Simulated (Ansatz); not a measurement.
The relaxed structure here is a generated cell of Au: the first start was made by placing the elements on the sites of a structure type, and the end was not matched to a known phase here, so it may be hypothetical. Known forms of Au include space group No. 225.

A relaxed cell of Au (Fd-3m (No. 227)), relaxed on a k-mesh at least as fine as the one used below. The numbers are results of PBEsol (plane waves to 420 eV, PAW, scalar-relativistic; Ansatz, a first-principles code), not measurements. Γ-centred k-mesh 9×9×5 on the run's cell (coarser than for final values), Fermi–Dirac smearing 0.05 eV.

```
CELL_PARAMETERS angstrom
      0.00000     3.01231     3.01231
      3.01231     0.00000     3.01231
      6.02462     6.02462     0.00000
ATOMIC_POSITIONS crystal
  Au 0.75000 0.75000 0.37500
  Au 0.75000 0.75000 0.87500
  Au 0.50000 0.50000 0.25000
  Au 0.50000 0.50000 0.75000
```

The atoms are displaced by (Å):

```tsv
atom	ux	uy	uz
Au1	-0.106	0.000	-0.051
Au2	0.025	0.039	0.061
Au3	0.102	-0.057	0.157
Au4	0.066	0.092	0.058
```

What forces (eV/Å) and pressure result?


```
atom     Fx     Fy     Fz
----  -----  -----  -----
Au1    1.67   1.20   1.03
Au2   -0.33  -0.07   0.38
Au3   -1.02  -0.63  -1.60
Au4   -0.32  -0.49   0.19
```

Pressure +1.9 GPa.

Estimate the energy cost of the displacement in the harmonic approximation and compare with the calculation.

For a harmonic well ΔE = −½ Σ F·u = 0.296 eV a cell, or 74 meV/atom. The calculated energy relative to the undisplaced cell is +0.08 eV/atom, so the harmonic estimate holds well.

The undisplaced cell is probably no minimum: from this displacement the run went on to Fm-3m (No. 225), 0.94 eV/atom below it.

No spin polarisation in the result.
